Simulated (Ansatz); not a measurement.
FePt (L1₀ or tetragonal B2), relaxed with r²SCAN (Ansatz, a first-principles code, plane waves, PAW): a = 2.7302 Å, b = 2.7302 Å, c = 3.7299 Å, α = 90.00°, β = 90.00°, γ = 90.00°.

```
Quantity                                                                        Value
---------------------------  --------------------------------------------------------
ΔH_f (eV/atom)                                                                  -0.34
spin order and moments (μB)  ferromagnetic; net 1.77 per atom; largest site about 3.3
```

### Question
The same phase is relaxed and computed with PBE in the same code. What are the cell and these values now?

### Answer
a = b = 2.729 Å, c = 3.763 Å, α = β = γ = 90.00°.

- ΔH_f (eV/atom) = -0.23
- spin order and moments (μB) = ferromagnetic; net 1.64 per atom; largest site about 3.0

Spin orders computed, not proven ground states: FePt, L1₀ or tetragonal B2 with r²SCAN ferromagnetic; FePt, L1₀ or tetragonal B2 with PBE ferromagnetic. All cells were relaxed under the symmetry of their starts (and spin orders); stability against distortions was not tested throughout. Scalar-relativistic: spin–orbit coupling is off unless named, which matters more the heavier the elements.

Potentials: the later of the program's two PAW sets.

Ansatz is a plane-wave DFT program.

Formation energies count from the lowest solids of the elements computed at the same level, not from gases.
